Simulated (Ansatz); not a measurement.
Values for one crystal, relaxed and computed with r²SCAN (plane waves, PAW; program Ansatz); other levels are named.

```yaml
volume_per_atom: 9.89 Å³
band_gap: 2.27 eV (indirect)
electron_effective_mass: 0.29, 1.9, 3.8 mₑ (principal values)
Electron effective mass with spin–orbit coupling: 0.29, 1.9, 3.8 mₑ (principal values)
Bulk modulus (Birch–Murnaghan fit): 133 GPa
conduction_band_minimum: at L (3 equivalent valleys)
HSE06 gap on the r²SCAN cell: 2.93 eV
```

Question: Pick the material that matches.
A. Li2HfN2, P-3m1 (Li on 2d, Hf on 1a, N on 2d)
B. BN, wurtzite
C. YN, zinc blende
D. Li2H6Pt, Fm-3m (Li on 8c, H on 24e, Pt on 4a)

Answer: A, Li2HfN2, P-3m1 (Li on 2d, Hf on 1a, N on 2d)

The workflow started from a Materials Project entry (that database holds measured and hypothetical structures alike); the Crystallography Open Database copy checked does not list it. Whether it is the stable phase at ambient conditions was not checked. Symmetry was held in the r²SCAN relaxation; its stability against distortions is not shown here. No spin polarisation was allowed. Spin–orbit coupling is left out wherever it is not named.

Potentials: the later of the program's two PAW sets.
